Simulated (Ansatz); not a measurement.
In DFT-r²SCAN in the program Ansatz with PAW potentials, ZnS in the NiAs type structure (P6_3/mmc) relaxes to a = 3.590 Å, c = 5.880 Å. Zn has 6 nearest neighbours from 2.54 Å (octahedral); S has 6 nearest neighbours from 2.54 Å (trigonal prismatic). Against the elements it lies at -0.64 eV/atom, with no fitted shifts.

It is gapped at this level: 0.82 eV (indirect). The valence maximum lies on the Γ–M line, 36 % of the way from Γ and the conduction minimum at K (2 equivalent valleys). HSE06 on the same cell gives 1.48 eV. Electrons at the band edge weigh 0.21, 0.31, 0.31 mₑ (principal values). The hole mass is 0.21, 1.1, 3.5 mₑ (principal values).

The bulk modulus is 97.4 GPa. The relaxed-ion elastic constants in GPa are C11 = 142, C12 = 87.7, C13 = 58.0, C33 = 188, C44 = 0.1. Bader charges are Zn +1.04, S -1.04 e.

The start of the workflow was typed in or built on a structure type; neither database checked (COD, Materials Project) lists it. It is not the phase usual at ambient conditions (space group No. 186, 216). The cell was relaxed with r²SCAN under the symmetry of its start; its stability against distortions is not shown here. The references are the lowest solids computed at this level, not always the standard phases.

Potentials: the later of the program's two PAW sets.
